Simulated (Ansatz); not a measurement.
Cold compression of K (fcc type)

```
K
1.0
     0.00000    3.29155    3.29155
     3.29155    0.00000    3.29155
     3.29155    3.29155    0.00000
K
1
Direct
  0.00000 0.00000 0.00000
```

The cell comes from a relaxation on PAW files under the same functional, begun from a prototype that needn't be the stable phase.

Its volume is scaled at fixed shape and fractional positions.

Computed with Ansatz 0.2.0; functional PBEsol, scalar-relativistic. Settings: a Γ-centred 11×11×11 k mesh, Fermi–Dirac smearing of 0.1 eV, no spin polarisation. Methods: LAPW: all electrons, basis error target 1 meV/atom; PAW: frozen-core files, cutoff 420 eV; crystal datasets: all electrons, by PAW datasets that the program makes for each cell; norm-conserving: pseudopotentials, cutoff 1007 eV; PAW (cutoff 1000 eV): frozen-core files, cutoff 1000 eV.

Energies are extrapolated to zero smearing and count from the unscaled cell; pressure is positive in compression; gaps take the mesh and a band path. No temperature or zero-point motion is included.

The PAW files were made under PBE. The structure type is held throughout; the real material can change phase at far lower pressure.

```json
{"V/V0": "1.00", "V (Å³/atom)": "71.32", "P LAPW (GPa)": "0.00", "ΔE LAPW (eV/atom)": "0.000", "P PAW − LAPW (GPa)": "0.00", "ΔE PAW − LAPW (meV/atom)": "0.0"}
{"V/V0": "0.90", "V (Å³/atom)": "64.19", "P LAPW (GPa)": "0.47", "ΔE LAPW (eV/atom)": "0.009", "P PAW − LAPW (GPa)": "0.00", "ΔE PAW − LAPW (meV/atom)": "0.0"}
{"V/V0": "0.80", "V (Å³/atom)": "57.06", "P LAPW (GPa)": "1.23", "ΔE LAPW (eV/atom)": "0.045", "P PAW − LAPW (GPa)": "0.00", "ΔE PAW − LAPW (meV/atom)": "0.0"}
{"V/V0": "0.70", "V (Å³/atom)": "49.93", "P LAPW (GPa)": "2.52", "ΔE LAPW (eV/atom)": "0.126", "P PAW − LAPW (GPa)": "0.00", "ΔE PAW − LAPW (meV/atom)": "0.1"}
{"V/V0": "0.60", "V (Å³/atom)": "42.79", "P LAPW (GPa)": "?", "ΔE LAPW (eV/atom)": "?", "P PAW − LAPW (GPa)": "?", "ΔE PAW − LAPW (meV/atom)": "?"}
{"V/V0": "0.50", "V (Å³/atom)": "35.66", "P LAPW (GPa)": "8.83", "ΔE LAPW (eV/atom)": "0.578", "P PAW − LAPW (GPa)": "0.00", "ΔE PAW − LAPW (meV/atom)": "0.3"}
{"V/V0": "0.40", "V (Å³/atom)": "28.53", "P LAPW (GPa)": "16.28", "ΔE LAPW (eV/atom)": "1.121", "P PAW − LAPW (GPa)": "0.00", "ΔE PAW − LAPW (meV/atom)": "0.4"}
```

Fit the Vinet equation to the LAPW pressures shown (residuals weighted by 1/(|P| + 0.03·Pmax)), and predict the pressure of the withheld row.

The fit gives V0 = 71.30 Å³/atom, B0 = 3.66 GPa and B0′ = 3.86. At 42.79 Å³/atom, x = (V/V0)^(1/3) = 0.8435, and P = 3·B0·(1 − x)/x²·exp[1.5·(B0′ − 1)·(1 − x)] = 4.72 GPa. The run itself gave 4.78 GPa (-1.2 % off) and ΔE = 0.283 eV/atom.

From the table, what is the rise of the enthalpy H = E + pV up to the last row, and how stiff is the crystal between the last two rows?

ΔH = 1.121 eV + (16.28 GPa × 28.53 Å³ + 0.00 GPa × 71.32 Å³) × 0.006242 eV/(GPa·Å³) = 4.02 eV/atom, of which pV makes 72 %. The mean bulk modulus there is −ΔP/Δln V = 33.4 GPa.

At the smallest volume, how far do crystal datasets and norm-conserving and PAW (cutoff 1000 eV) lie from LAPW in pressure?

crystal datasets: 0.00 GPa; norm-conserving: 0.00 GPa; PAW (cutoff 1000 eV): 0.00 GPa, on a LAPW pressure of 16.28 GPa.
